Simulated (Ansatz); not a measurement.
Relaxed candidate structures of Cu:

A. Fm-3m (No. 225), cF4, fcc (Cu type); a = b = c = 3.563 Å, α = β = γ = 90.00°; Cu 4a (0.000, 0.000, 0.000)

B. Ia-3 (No. 206), cI16; a = b = c = 6.2148 Å, α = β = γ = 90.00°; Cu 16c (0.113, 0.113, 0.113)

C. Im-3m (No. 229), cI2, bcc (W type); a = b = c = 2.832 Å, α = β = γ = 90.00°; Cu 2a (0.000, 0.000, 0.000)

**Question.** Order them by energy per atom (lowest first) at the level PBEsol (plane waves to 420 eV, PAW, scalar-relativistic; Ansatz, an electronic-structure program).

**Answer.** A (reference, the lowest among the structures calculated here), C (+0.04 eV/atom), B (+0.94 eV/atom)

Each run could gain symmetry but not lose that of its start, so entries can be saddle points. From databases, or of a type measured for this composition: Fm-3m, cF4, fcc (Cu type); the others are generated cells (placed on structure types, drawn at random, substituted or restacked) that were not matched to a known phase here. Static energies at zero pressure. The runs use different k-meshes, so differences are rounded accordingly. No spin polarisation in the result.
